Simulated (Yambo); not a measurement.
Yambo run on HgO (space group P3_121, No. 152). The wavefunctions are PBEsol (Quantum ESPRESSO, PseudoDojo norm-conserving, 84 Ry, with spin-orbit coupling) ones on a 3×3×1 mesh (78 occupied bands); a = b = 3.651 Å, c = 8.829 Å, α = β = 90.00°, γ = 120.00°.

Yambo input:

```
rim_cut
gw0
dyson
el_el_corr
HF_and_locXC
ppa
em1d
RandQpts= 1000000
RandGvec= 1 Ry
EXXRLvcs= 84 Ry
VXCRLvcs= 336 Ry
Chimod= "HARTREE"
% BndsRnXp
 25 | 330 |
%
NGsBlkXp= 7 Ry
% LongDrXp
 1.0 | 1.0 | 1.0 |
%
PPAPntXp= 10 eV
% GbndRnge
 1 | 330 |
%
GTermKind= "BG"
DysSolver= "n"
ExtendOut
% QPkrange
 1 | 1 | 78 | 79 |
%
```

k points by index: 1 = Γ.

Resulting energies as the program prints them:

```
#    K-point    Band    Eo [eV]    E [eV]    E-Eo [eV]    Vxc [eV]    Vnlxc [eV]    Sc|Eo [eV]    Sc|E [eV]    dSc/dw|Eo [eV]    Re(Z)    Im(Z)
#
    1    78    0.000000    -0.195297    -0.195297    -20.63287    -25.77701    4.874466    4.948841    -10.35073    0.724431    -0.002150
    1    79    1.487842    2.284528    0.796686    -20.62572    -18.22116    -1.355761    -1.607878    -8.610452    0.759627    -0.001769
```
(The two width columns are left out.) Convergence of these settings isn't established.

Geometry relaxed with PBE+D3(BJ).

The structure is a Materials Project entry; no match was found in the copy of COD used, and its stability was not checked.
